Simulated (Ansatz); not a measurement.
**How far is PAW off for MgS?**

```yaml
crystal:
  lattice:
    - [-0.07805, 2.56263, 2.56263]
    - [2.56263, -0.07805, 2.56263]
    - [2.56263, 2.56263, -0.07805]
  atoms:
    - { symbol: Mg, position: [0.00000, 0.00000, 0.00000] }
    - { symbol: S, position: [0.50000, 0.50000, 0.50000] }
```

Atom numbers follow the list: Mg1, S2.

The geometry is COD entry 9008672, unchecked; take it as a test cell. The listed cell was then made from it by scaling, straining or moving an atom.

All numbers are computed: DFT, LDA, PAW with Ansatz's default frozen-core files, scalar-relativistic (Ansatz 0.2.0); DFT, LDA, all-electron LAPW, scalar-relativistic (Ansatz 0.2.0).

For PAW: a Γ-centred 8×8×8 k mesh, Fermi–Dirac smearing of 0.01 eV, cutoff 420 eV, no spin polarisation; the PAW files were made with PBE, and the program remakes their frozen cores for this functional. LAPW targets a basis error of 0.25 meV/atom. The Ansatz runs share mesh, smearing and spin set-up. Plane-wave (PAW) pressures include the program's estimate of the Pulay term.

Stress and pressure are positive in compression.

The change that made this cell: equal xy, yz and zx engineering shear strains of -3 %.

PAW results:

```csv
quantity,PAW
pressure (GPa),-3.23
stress yz (GPa),1.56
stress xz (GPa),1.56
stress xy (GPa),1.56
band gap (eV),2.266
```

What does all-electron LAPW give for the same quantities?


```csv
quantity,LAPW
pressure (GPa),-3.20
stress yz (GPa),1.56
stress xz (GPa),1.56
stress xy (GPa),1.56
band gap (eV),2.268
```
